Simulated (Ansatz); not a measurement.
A generator proposed this cell of KAlH5.

```cif
data_structure
_symmetry_space_group_name_H-M 'P 1'
_symmetry_Int_Tables_number 1
_cell_length_a 5.4706
_cell_length_b 5.4706
_cell_length_c 5.4706
_cell_angle_alpha 140.900
_cell_angle_beta 106.284
_cell_angle_gamma 86.765
_cell_volume 95.54
loop_
_atom_site_label
_atom_site_type_symbol
_atom_site_fract_x
_atom_site_fract_y
_atom_site_fract_z
_atom_site_occupancy
K1 K 0.00000 0.00000 0.00000 1
Al1 Al 0.50000 0.50000 0.00000 1
H1 H 0.77164 0.50000 0.27164 1
H2 H 0.22836 0.50000 0.72836 1
H3 H 0.28303 0.28303 0.00000 1
H4 H 0.71697 0.71697 0.00000 1
H5 H 0.50000 0.00000 0.50000 1
```

These are results of DFT PBE, scalar-relativistic, plane waves, PAW in Ansatz, not measurements. Plane waves to 420 eV, a k mesh through Γ of 6×6×6 on the computed 7-atom cell and Gaussian smearing (0.10 eV); no spin polarisation.

The zero of energy is the elements' standard structures at the same level (H₂ as a molecule); no fitted shifts are applied.

Q: Estimate its pressure, forces and energy as it stands.

A: The pressure is 0.9 GPa (the mean over three directions, positive in compression), the largest force is 0.95 eV/Å, and the energy is +0.25 eV/atom against the elements. The shortest distance is 1.73 Å.

Q: Is it a good guess?

A: A fair one: relaxing gains under 0.1 eV/atom (the start's value is from the coarse mesh, so the gain is rough) in 11 ionic steps and ends at +0.21 eV/atom on the finer mesh. The symmetry stays Immm (No. 71). The volume per atom grows by 15.3 %, from 13.6 to 15.7 Å³. The shortest distance goes from 1.73 Å (Al–H) to 1.68 Å (Al–H). Conventional cell: a = 3.706 Å, b = 6.930 Å, c = 8.577 Å. K is surrounded by 6 H at 2.56–2.61 Å; Al is surrounded by 4 H at 1.68–1.70 Å and 2 H at 1.85 Å; around H on a site of symmetry m2m lie 1 Al at 1.70 Å, 4 H at 2.39–2.51 Å and 2 K at 2.56 Å; 2 more sites not described.

The last run used a 12×12×12 mesh for its 7-atom cell and Gaussian smearing of 0.10 eV. The cell is a metal run without spin; a magnetic state may lie lower. With hydrogen, zero-point motion can shift formation energies by some tens of meV/atom. The relaxation can't lower the symmetry of the start, and the grade says only how near the guess is to its own end. A structure relaxed within its symmetry needn't be a true minimum.
